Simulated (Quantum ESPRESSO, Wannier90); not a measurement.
## Tight-binding from DFT: AlAs (zinc blende)

Structure: Materials Project mp-2172, symmetrised, not relaxed again. COD (Crystallography Open Database) has an entry of this formula and space group (matched by these alone). Level: PBEsol, no spin polarisation, no spin-orbit coupling; pw.x of Quantum ESPRESSO at 68 Ry with PseudoDojo potentials, 10×10×10 k-points, Wannier90. Density: 10×10×10 mesh, cold smearing 0.01 Ry. Spin-orbit coupling, left out, would split the p-like bands by a few tenths of an eV.

On the energy scale of pw.x, whose zero is arbitrary, the valence-band maximum lies at 6.32 eV.

Input w.win:

```
num_bands = 4
num_wann = 4
exclude_bands = 1-5,10-20
num_iter = 0
conv_tol = 1.0e-6
conv_window = 4
write_hr = true
write_u_matrices = true
begin projections
f=0.125000,0.125000,-0.375000:s
f=0.125000,-0.375000,0.125000:s
f=-0.375000,0.125000,0.125000:s
f=0.125000,0.125000,0.125000:s
end projections
begin unit_cell_cart
ang
    0.0000000000    2.8379000000    2.8379000000
    2.8379000000    0.0000000000    2.8379000000
    2.8379000000    2.8379000000    0.0000000000
end unit_cell_cart
begin atoms_frac
Al   0.0000000000  0.0000000000  0.0000000000
As   0.2500000000  0.2500000000  0.2500000000
end atoms_frac
mp_grid = 10 10 10
begin kpoints
0.0000000000 0.0000000000 0.0000000000
0.0000000000 0.0000000000 0.1000000000
0.0000000000 0.0000000000 0.2000000000
... (997 more lines: the 10x10x10 mesh through Gamma)
end kpoints
```

Input of pw2wannier90.x that gives the overlap and projection files (equivalent; here they were cut from one run over all bands):

```
&inputpp
  outdir = './out'
  prefix = 'pwscf'
  seedname = 'w'
  write_amn = .true.
  write_mmn = .true.
/
```

Output w.wout (banner and timings cut):

```
                                    ------
                                    SYSTEM
                                    ------

                              Lattice Vectors (Ang)
                    a_1     0.000000   2.837900   2.837900
                    a_2     2.837900   0.000000   2.837900
                    a_3     2.837900   2.837900   0.000000

                   Unit Cell Volume:      45.71106  (Ang^3)

                        Reciprocal-Space Vectors (Ang^-1)
                    b_1    -1.107013   1.107013   1.107013
                    b_2     1.107013  -1.107013   1.107013
                    b_3     1.107013   1.107013  -1.107013

 *----------------------------------------------------------------------------*
 |   Site       Fractional Coordinate          Cartesian Coordinate (Ang)     |
 +----------------------------------------------------------------------------+
 | al   1   0.00000   0.00000   0.00000   |    0.00000   0.00000   0.00000    |
 | as   1   0.25000   0.25000   0.25000   |    1.41895   1.41895   1.41895    |
 *----------------------------------------------------------------------------*
                                ------------
                                K-POINT GRID
                                ------------

             Grid size = 10 x 10 x 10      Total points = 1000

 *---------------------------------- MAIN ------------------------------------*
 |  Number of Wannier Functions               :                 4             |
 |  Number of Objective Wannier Functions     :                 4             |
 |  Number of input Bloch states              :                 4             |
 |  Output verbosity (1=low, 5=high)          :                 1             |
 |  Timing Level (1=low, 5=high)              :                 1             |
 |  Optimisation (0=memory, 3=speed)          :                 3             |
 |  Length Unit                               :               Ang             |
 |  Post-processing setup (write *.nnkp)      :                 F             |
 |  Using Gamma-only branch of algorithms     :                 F             |
 *----------------------------------------------------------------------------*
 *------------------------------- WANNIERISE ---------------------------------*
 |  Total number of iterations                :                 0             |
 |  Number of CG steps before reset           :                 5             |
 |  Trial step length for line search         :             2.000             |
 |  Convergence tolerence                     :         0.100E-05             |
 |  Convergence window                        :                 4             |
 |  Iterations between writing output         :                 1             |
 |  Iterations between backing up to disk     :               100             |
 |  Write r^2_nm to file                      :                 F             |
 |  Write xyz WF centres to file              :                 F             |
 |  Write on-site energies <0n|H|0n> to file  :                 F             |
 |  Use guiding centre to control phases      :                 F             |
 |  Use phases for initial projections        :                 F             |
 *----------------------------------------------------------------------------*
 *-------------------------------- PLOTTING ----------------------------------*
 |  Plotting Hamiltonian in WF basis          :                 T             |
 *----------------------------------------------------------------------------*

       ... (k-mesh section left out)

 Starting a new Wannier90 calculation ...

 Reading overlaps from w.mmn

 Reading projections from w.amn

 *------------------------------- WANNIERISE ---------------------------------*
 +--------------------------------------------------------------------+<-- CONV
 | Iter  Delta Spread     RMS Gradient      Spread (Ang^2)            |<-- CONV
 +--------------------------------------------------------------------+<-- CONV

 ------------------------------------------------------------------------------
 Initial State
  WF centre and spread    1  ( -0.932584, -0.932584,  0.932584 )     2.15750262
  WF centre and spread    2  ( -0.932584,  0.932584, -0.932584 )     2.15750262
  WF centre and spread    3  (  0.932584, -0.932584, -0.932584 )     2.15750262
  WF centre and spread    4  (  0.932584,  0.932584,  0.932584 )     2.15750262
  Sum of centres and spreads (  0.000000, -0.000000, -0.000000 )     8.63001049

      0     0.863E+01     0.0000000000        8.6300104928  <-- CONV
        O_D=      0.2199530 O_OD=      0.6657928 O_TOT=      8.6300105 <-- SPRD
 ------------------------------------------------------------------------------
 Final State
  WF centre and spread    1  ( -0.932584, -0.932584,  0.932584 )     2.15750262
  WF centre and spread    2  ( -0.932584,  0.932584, -0.932584 )     2.15750262
  WF centre and spread    3  (  0.932584, -0.932584, -0.932584 )     2.15750262
  WF centre and spread    4  (  0.932584,  0.932584,  0.932584 )     2.15750262
  Sum of centres and spreads (  0.000000, -0.000000, -0.000000 )     8.63001049

         Spreads (Ang^2)       Omega I      =     7.744264706
        ================       Omega D      =     0.219952976
                               Omega OD     =     0.665792811
    Final Spread (Ang^2)       Omega Total  =     8.630010493
```
